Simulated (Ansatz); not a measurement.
Level: PBE, no spin polarisation; 420 eV; 9×9×4 Γ-centred mesh; fermi-dirac occupations (width 0.1 eV); Ansatz 0.2.0, fixed geometry.

Computed maps in the lattice plane spanned by a (left to right, 3.84 Å, 12 points from zero) and b (bottom to top, 3.84 Å, 12 points from zero), 90° apart, at height 0.500 along c. The fields are smooth PAW ones with compensation charges, not the true ones near nuclei.

Valence density. Digits on a logarithmic scale: 0 up to 0.03 e/Å³, each further digit a factor of 1.6, 9 from 1.3 e/Å³ up:
```
579997555555
699999654545
699999655555
699999654545
579997555555
556665556665
555555579997
654545699999
655555699999
654545699999
555555579997
556665556665
```

ELF. Ten even steps from '0' (0.14) to '9' (0.93):
```
000100011111
003630012221
016961012321
003630012221
000100011111
000000000000
011111000100
012221003630
012321016961
012221003630
011111000100
000000000000
```

**Question.** The cell is CuNiSO. Which atoms lie within 0.2 Å of this plane, and where (fractions of a and b)?

**Answer.** Cu at (0.75, 0.25), Cu at (0.25, 0.75). The whole cell:
```yaml
crystal:
  lattice:
    - [3.84259, 0.00000, 0.00000]
    - [0.00000, 3.84259, 0.00000]
    - [0.00000, 0.00000, 8.69180]
  atoms:
    - { symbol: Cu, position: [0.75000, 0.25000, 0.50000] }
    - { symbol: Cu, position: [0.25000, 0.75000, 0.50000] }
    - { symbol: S, position: [0.25000, 0.25000, 0.34420] }
    - { symbol: S, position: [0.75000, 0.75000, 0.65580] }
    - { symbol: Ni, position: [0.25000, 0.75000, 0.00000] }
    - { symbol: Ni, position: [0.75000, 0.25000, 0.00000] }
    - { symbol: O, position: [0.25000, 0.25000, 0.92560] }
    - { symbol: O, position: [0.75000, 0.75000, 0.07440] }
```

Origin: a known structure type with other elements, at an estimated volume, so it need not be a known compound. Caveats: no spin polarisation, so a magnetic state may lie lower; atoms or cell far from equilibrium.
